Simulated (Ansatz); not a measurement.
Here is the system:

WC:
```
WC
1.0
    0.00000     2.18273     2.18273
    2.18273     0.00000     2.18273
    2.18273     2.18273     0.00000
W C
1 1
Cartesian
  0.00000   0.00000   0.00000
  2.18273   2.18273   2.18273
```

This is the r²SCAN-relaxed structure.

All from r²SCAN in the plane-wave PAW code Ansatz, unless another level is named. Give the electronic character.

metallic (no gap).

Predict the density of states at the Fermi level.

0.52 states/eV per atom (mean over ±0.08 eV).

Next, the formation energy from the elements (no fitted shifts)?

30 kJ/mol of atoms.

Predict the Z2 indices of the occupied bands with spin–orbit coupling.

0;(000).

Predict the gap with spin–orbit coupling.

none (metallic).

Space group Fm-3m (rock salt). The first step of the workflow began from a Materials Project structure, measured or hypothetical; the Crystallography Open Database copy checked does not list it. It is not the phase usual at ambient conditions (space group No. 187). The r²SCAN relaxation kept the symmetry of its start; its stability against distortions is not shown here. The run is not spin-polarised. Its formation energy is positive at this level, so the cell may be metastable or incomplete. The references are the lowest solids computed at this level, not always the standard phases. Scalar-relativistic: spin–orbit coupling is off unless named, which matters more the heavier the elements.

Potentials: the earlier of the program's two PAW sets.
